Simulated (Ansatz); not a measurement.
# Structures of RbCu3: which is lowest?

Plane-wave DFT in Ansatz with scalar-relativistic PAW potentials, cutoff 420 eV, Γ-centred meshes chosen by cell and gap, Gaussian smearing with energies taken to zero width. Every cell was relaxed (cell and atoms) in a run of its own, within the symmetry of its start. Functional: PBE.

Relaxed structures (starts from databases or built by putting these elements on another compound's sites):
A. I4/mmm, 4 atoms in the computed cell, a = 4.186 Å, c = 9.023 Å; sites (symmetry × multiplicity) Rb 4/mmm × 2, Cu -4m2 × 4 + 4/mmm × 2; start: built
B. Pm-3m, 4 atoms in the computed cell, a = 4.339 Å; sites (symmetry × multiplicity) Rb m-3m × 1, Cu 4/mm.m × 3; start: built

**Question.** Rank them by energy. Could pressure change the order?

**Answer.**
```tsv
structure	group	E − E(lowest) (meV/atom)	V (Å³/atom)	gap on mesh (eV)
A	I4/mmm	0.0	19.76	0.00
B	Pm-3m	62	20.43	0.00
```

A is lowest, 62 meV/atom under B. The lowest is also the densest of these, so pressure wouldn't bring one of the others in at first order. Other structures may lie lower than all of these, and vibrations aren't counted.